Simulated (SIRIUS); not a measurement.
SIRIUS run on Mg4Te3S (Pmm2, 8 atoms in the cell; from Materials Project mp-1222100, changed as shown): self-consistent single point.

Method: PBEsol, GBRV PBEsol ultrasoft pseudopotentials (plane waves; SIRIUS 7.12.0).

The change in words: lattice scaled by 1.02. Reference geometry (Pmm2):
```
CELL_PARAMETERS angstrom
      4.45920     0.00000     0.00000
      0.00000     8.98384     0.00000
      0.00000     0.00000     6.25226
ATOMIC_POSITIONS crystal
  Mg 0.00000 0.27420 0.98146
  Mg 0.00000 0.72580 0.98146
  Mg 0.50000 0.00000 0.49162
  Mg 0.50000 0.50000 0.54006
  Te 0.50000 0.26155 0.25040
  Te 0.50000 0.73845 0.25040
  Te 0.00000 0.00000 0.75735
  S  0.00000 0.50000 0.74725
```

Reference input (self-consistent single point, DFT, PBEsol, plane waves, GBRV PBEsol ultrasoft pseudopotentials): parameters.ngridk = 4 2 4; parameters.xc_functionals = [XC_GGA_X_PBE_SOL, XC_GGA_C_PBE_SOL]; parameters.gk_cutoff = 6.325 1/bohr; parameters.pw_cutoff = 14.143 1/bohr; parameters.smearing = fermi_dirac; parameters.smearing_width = 0.00183747 Ha; potentials = GBRV PBEsol ultrasoft pseudopotentials; parameters.electronic_structure_method = pseudopotential; parameters.num_bands = 38; parameters.num_mag_dims = 0; parameters.num_dft_iter = 100; parameters.energy_tol = 1e-07 Ha. This run's input differs from it in these lines:

```diff
@@ -32,5 +32,5 @@
     "lattice_vectors": [
-      [8.4266667349, 0.0, 0.0],
-      [0.0, 16.9769971475, 0.0],
-      [0.0, 0.0, 11.81505906]
+      [8.5952000696, 0.0, 0.0],
+      [0.0, 17.3165374684, 0.0],
+      [0.0, 0.0, 12.0513598632]
     ],
```

The program printed (abridged):

```
[find] density tolerance         : 1e-06
[find] total energy tolerance    : 1e-07
[find] iter_solver_tol (initial) : 0.01
[find] iter_solver_tol (target)  : 1e-13
[find] num_dft_iter              : 100
Charges and magnetic moments
--------------------------------------------------------------------------------
total charge          : 64.000000
[find] | SCF iteration   0 out of 100|
[diagonalize] iterative solver tolerance (occupied, empty): 0.01 0.01
[diagonalize] average number of iterations: 7
[find] Charges and magnetic moments
[find] total charge          : 64.000000
[find] Energy
[find] smearing (-TS)                 :      -0.00000000
   [... lines left out ...]

[find] Charges and magnetic moments
[find] total charge          : 64.000000
[find] Energy
[find] smearing (-TS)                 :      -0.00000000
[find] Total energy                   :    -302.15717494 (Ha),    -604.31434988 (Ry)
[find] Free energy (E-TS)             :    -302.15717494 (Ha),    -604.31434988 (Ry)
[find] band gap (eV)                  :       1.57314570
[find] Efermi                         :       0.12522537
[find] iteration : 15, RMS (target) : 3.3157e-07 (1.0000e-06) , energy difference (target) : 3.9222e-12 (1.0000e-07)
[find] bands are converged : false
[find] iterative solver converged : true
[find] converged after 16 SCF iterations!
[find] Charges and magnetic moments
[find] total charge          : 64.000000
[find] Energy
[find] smearing (-TS)                 :      -0.00000000
[find] Total energy                   :    -302.15717494 (Ha),    -604.31434988 (Ry)
[find] Free energy (E-TS)             :    -302.15717494 (Ha),    -604.31434988 (Ry)
[find] band gap (eV)                  :       1.57314570
[find] Efermi                         :       0.12522537
[ground_state] === stress tensor components [kbar] ===
[ground_state] === stress_total ===
[ground_state]    30.212135    0.000000    0.000000
[ground_state]     0.000000   30.901643    0.000000
[ground_state]     0.000000    0.000000   31.441969
[ground_state] ==== total Forces in Ha/bohr =====
   [... lines left out ...]
[ground_state] atom:    3, force:       0.0000000      0.0000000     -0.0003085
[ground_state] atom:    4, force:      -0.0000000      0.0008676      0.0000749
[ground_state] atom:    5, force:       0.0000000     -0.0008676      0.0000749
[ground_state] atom:    6, force:       0.0000000      0.0000000     -0.0013932
[ground_state] atom:    7, force:       0.0000000      0.0000000      0.0012386
```

The run converged in 16 iterations. SIRIUS prints the stress tensor with tension positive. Against the reference run the free energy goes up by 26.4 meV/atom, the pressure goes from -1.23 to -3.09 GPa, the largest force goes from 0.078 to 0.072 eV/Å and the gap on the mesh goes from 1.718 to 1.573 eV.

Spin-orbit coupling is left out, which matters for bands and gaps with elements this heavy. The structure comes from a collection of computed structures, made at another level of theory; the collection holds predicted forms beside known ones.

Cost on one core: about 90 core-seconds (a rough figure).

The gap that the log prints is read on the run's mesh, which can miss the band edges or a crossing.
